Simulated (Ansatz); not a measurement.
# Cu3SeCl at 7.1 GPa (stress–strain coefficients): relaxed-ion elastic tensor

The calculation used DFT PBEsol, scalar-relativistic, plane waves, PAW in Ansatz 0.2.0. Plane waves to 420 eV; Γ-centred k mesh 6×6×6; fixed occupations. No spin polarisation.

The cell is fixed (symmetry leaves no force on the atoms) and stands under 7.1 GPa:
```
CELL_PARAMETERS angstrom
4.41410 0.00000 0.00000
0.00000 4.41410 0.00000
0.00000 0.00000 4.41410
ATOMIC_POSITIONS crystal
Cl 0.00000 0.00000 0.00000
Se 0.50000 0.50000 0.50000
Cu 0.50000 0.50000 0.00000
Cu 0.50000 0.00000 0.50000
Cu 0.00000 0.50000 0.50000
```

The cell is the ideal cubic antiperovskite prototype; whether it is the stable structure of this composition wasn't checked.

Task: Give the relaxed-ion elastic constants (GPa, Voigt order xx yy zz yz xz xy, on the axes of the cell above).

Result:
```
205.8  52.1  52.1   0.0   0.0   0.0
 52.1 205.8  52.1   0.0   0.0   0.0
 52.1  52.1 205.8   0.0   0.0   0.0
  0.0   0.0   0.0  -6.5   0.0   0.0
  0.0   0.0   0.0   0.0  -6.5   0.0
  0.0   0.0   0.0   0.0   0.0  -6.5
```

Task: Is the crystal stable against homogeneous strain?

Result: No: the tensor has an eigenvalue of -6.5 GPa, so some strain lowers the energy.

Cost: 1 run of about 1.8 core-minutes, on Arm Neoverse N1 (shared hosts).